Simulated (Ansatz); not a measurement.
ZnCu2SnS4 (kesterite type, space group I-4)

```
ZnCu2SnS4
1.0
   -2.73424     2.73424     5.46757
    2.73424    -2.73424     5.46757
    2.73424     2.73424    -5.46757
Cu Zn Sn S
2 1 1 4
Direct
  0.00000   0.00000   0.00000
  0.75000   0.25000   0.50000
  0.25000   0.75000   0.50000
  0.50000   0.50000   0.00000
  0.63691   0.62896   0.52468
  0.10428   0.11223   0.47532
  0.37104   0.89572   0.00795
  0.88777   0.36309   0.99205
```

E(V) scan at fixed shape, V₀ the volume above. The atoms relax within the cell's symmetry.

These are PBE (plane waves to 420 eV, PAW, scalar-relativistic; Ansatz, a first-principles code) values and carry that method's errors. k mesh 9×9×9 (Γ-centred), Fermi-Dirac smearing 0.05 eV. Energies are smeared free energies. Compression counts positive. With the shape held, the modulus is that of even scaling; a crystal free to change shape is softer. At this level the bands of ZnCu2SnS4 touch or barely overlap; measurements give the solid a gap. The PAW data are Ansatz's earlier set. ZnCu2SnS4 is run without spin polarisation. ZnCu2SnS4 was relaxed with its symmetry unable to fall. ΔE is measured from the relaxed starting cell. The last digit holds for this mesh only.

```
V (Å³/atom)  ΔE (meV/atom)
-----------  -------------
19.212                17.6
19.416                12.0
19.620                 7.5
19.825                 4.1
20.029                 1.8
20.234                 0.4
20.438                 0.0
20.642                 0.4
20.847                 1.7
21.051                 3.7
21.255                 6.4
21.460                 9.9
21.664            withheld
```

Q: Fit a third-order Birch-Murnaghan form (E₀, V₀, B₀, B₀′ free) to the given rows and predict ΔE at V = 21.664.

A: Least squares on the 12 given rows: ΔE = E₀ + (9V₀B₀/16)·y²·[2 + (B₀′ − 4)y], y = (V₀/V)^(2/3) − 1, with V₀ = 20.437 Å³/atom, B₀ = 68.14 GPa (160.2 GPa = 1 eV/Å³; the term in eV is multiplied by 1000), B₀′ = 4.91, E₀ = -0.01 meV/atom; root-mean-square residual 0.02 meV/atom. At 21.664 the fit gives 14.0 meV/atom; the calculation gives 13.9 meV/atom, so the extrapolation is off by 0.1 (+0.7 %). For the pressure the fit gives -3.4 GPa against the computed -3.4 GPa.

(Under strain, the slope of the energy per volume gives the stress and its curvature an elastic modulus.)
